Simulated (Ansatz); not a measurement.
Ge, DFT, LDA, PAW with Ansatz's default frozen-core files, scalar-relativistic (Ansatz 0.2.0), run on 1 thread of Arm Neoverse V2 on a shared host.

The structure is an experimental refinement, used without relaxation. The listed cell was then made from it by scaling, straining or moving an atom.

Command: `ansatz run input.yaml --threads 1 --pin off --max-ram 3072MiB --backend cpu --events-out ev --progress --plain --runs-dir out`

```yaml
crystal:
  lattice:
    - [0.0, 2.82877, 2.8570577]
    - [2.82877, 0.0, 2.8570577]
    - [2.82877, 2.82877, 0.0]
  atoms:
    - { symbol: Ge, position: [0.5, 0.5, 0.5] }
    - { symbol: Ge, position: [0.75, 0.75, 0.75] }
kpoints:
  mp_grid: { grid: [10, 10, 10] }
scf:
  occupations: { method: fermi_dirac, width: 0.05 }
hamiltonian:
  xc: lda
  pseudopotentials: { kind: paw }
output:
  forces: true
  stress: true
  eigenvalues: true
  efg: { contact_densities: true }
```

(1) How large is the problem that the program sets up?

(2) Estimate the wall time and the peak memory.

(3) And the same cell and mesh by crystal-made all-electron datasets, asked for forces, stress, eigenvalues, efg, on the same hardware?

Results:

(1) 102 irreducible k-points, 893 plane waves at Γ, 18 bands.

(2) 5.9 s of wall time for 8 SCF iterations, with a peak of 0.36 GiB. Times on shared machines scatter by tens of per cent.

(3) 5.2 s, peak memory 0.37 GiB.
